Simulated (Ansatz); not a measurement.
Cu (fcc (Cu type)), relaxed with LDA (Ansatz, a program for electronic structure, plane waves, PAW): a = b = c = 3.5180 Å, α = β = γ = 90.00°.

| Property | Value |
|---|---|
| B₀ by P(V) fit (GPa) | 188 |
| K_Hill (GPa) | 188 |
| G_Hill (GPa) | 63.9 |
| Θ_D (K) | 388 |

Task: The same phase is relaxed and computed with PBEsol in the same code. What are the cell and these values now?

Result: a = b = c = 3.5633 Å, α = β = γ = 90.00°.

- B₀ by P(V) fit (GPa): 168
- K_Hill (GPa): 168
- G_Hill (GPa): 60.3
- Θ_D (K): 379

All cells were relaxed under the symmetry of their starts (and spin orders); stability against distortions was not tested throughout. Rows with no word on spin ran without spin polarisation.

Potentials: the earlier of the program's two PAW sets.

Ansatz is a plane-wave DFT program.
